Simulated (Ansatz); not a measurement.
Pd (bcc (W type), Im-3m) under volume change, DFT-r²SCAN in the program Ansatz with PAW potentials, scaled uniformly.

```
V (Å³/atom)  E − E(relaxed) (meV/atom)  P (GPa)
-----------  -------------------------  -------
13.675                             [?]      [?]
14.126                            34.8    13.22
14.576                             8.1     5.97
15.027                             0.0     0.01
15.478                             [?]      [?]
15.929                            26.7    -8.92
16.380                            56.6   -12.22
```

### Question
What belongs in the gaps?

### Answer

- 13.675, E − E(relaxed) (meV/atom): 84.0
- 13.675, P (GPa): 22.04
- 15.478, E − E(relaxed) (meV/atom): 7.1
- 15.478, P (GPa): -4.89

### Question
What does a third-order Birch–Murnaghan fit give for V₀, B₀ and B′?

### Answer
V₀ = 15.03 Å³/atom, B₀ = 180 GPa, B′ = 5.5.

The workflow started from a Materials Project entry (that database holds measured and hypothetical structures alike); the Crystallography Open Database copy checked does not list it. It is not the phase usual at ambient conditions (space group No. 225). The cell was relaxed with r²SCAN under the symmetry of its start. At this level the phase is mechanically unstable. The run is not spin-polarised. Spin–orbit coupling is left out wherever it is not named.

Potentials: the later of the program's two PAW sets.
